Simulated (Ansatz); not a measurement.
TaTi₃Ge₈: rattling a relaxed structure

The structure comes from a generated guess, relaxed at this level; another structure or a mixture of phases may lie lower.

All numbers below come from DFT PBE, scalar-relativistic, plane waves, PAW in Ansatz. Settings: cutoff 420 eV, Γ-centred mesh 8×8×4 on the computed 12-atom cell, Gaussian smearing of 0.10 eV; no spin polarisation.

The cell below (12 atoms, space group C222 (No. 21)) is relaxed within its symmetry.

```cif
data_structure
_symmetry_space_group_name_H-M 'P 1'
_symmetry_Int_Tables_number 1
_cell_length_a 5.0186
_cell_length_b 5.0186
_cell_length_c 8.8560
_cell_angle_alpha 90.000
_cell_angle_beta 90.000
_cell_angle_gamma 119.389
_cell_volume 194.35
loop_
_atom_site_label
_atom_site_type_symbol
_atom_site_fract_x
_atom_site_fract_y
_atom_site_fract_z
_atom_site_occupancy
Ti1 Ti 0.00000 0.50000 0.74925 1
Ti2 Ti 0.50000 0.00000 0.25075 1
Ti3 Ti 0.50000 0.50000 0.00000 1
Ta1 Ta 0.00000 0.00000 0.50000 1
Ge1 Ge 0.83118 0.66225 0.24766 1
Ge2 Ge 0.33775 0.16882 0.75234 1
Ge3 Ge 0.16882 0.33775 0.24766 1
Ge4 Ge 0.66225 0.83118 0.75234 1
Ge5 Ge 0.66726 0.33274 0.50000 1
Ge6 Ge 0.16771 0.83229 0.00000 1
Ge7 Ge 0.33274 0.66726 0.50000 1
Ge8 Ge 0.83229 0.16771 0.00000 1
```

For the test it was strained at random (σ = 1.5 % a component), the atoms were moved at random (σ = 0.05 Å), and all was relaxed again on a coarse 6×6×4 mesh (in the run’s order of axes) with 0.20 eV smearing, with no symmetry imposed.

Spin–orbit coupling, which can matter for Ta, is left out.

Question: What happens?

Answer: It returns, within 1 meV/atom of the unmoved cell on that mesh and with the same symmetry when read at 0.1 Å. No instability shows in this cell; modes of other wave vectors, which need another repeat, aren't tested.
